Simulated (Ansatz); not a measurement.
Input and command of a plane-wave DFT calculation in Ansatz:

```yaml
crystal:
  lattice:
    - [2.5261556141, 0.0, 0.0]
    - [-1.263077807, 2.3650972278, 0.0]
    - [0.0, 0.0, 4.428489]
  atoms:
    - { symbol: Rh, position: [0.6666666667, 0.3333333333, 0.75] }
    - { symbol: Rh, position: [0.3333333333, 0.6666666667, 0.25] }
basis:
  ecutwfc: 420
kpoints:
  mp_grid: { grid: [18, 18, 12] }
hamiltonian:
  xc: pbesol
scf:
  occupations: { method: gaussian, width: 0.15 }
output:
  forces: true
  stress: true
  eigenvalues: true
```

```bash
ansatz run input.yaml --threads 1 --pin off --max-ram 2560MiB --backend cpu --events-out ev --progress --plain --runs-dir out
```

Processor: Intel(R) Xeon(R) Platinum 8259CL CPU @ 2.50GHz (Skylake/Cascade Lake), 1 thread, on a host shared with other jobs.

Q: Estimate time, memory and problem size.

A: About 19 s on 1 thread of Intel(R) Xeon(R) Platinum 8259CL CPU @ 2.50GHz (Skylake/Cascade Lake), on a shared host, peak memory 0.59 GiB. It solves 21 bands at 637 k points (the mesh reduced by symmetry) with about 537 plane waves, in 6 SCF iterations.
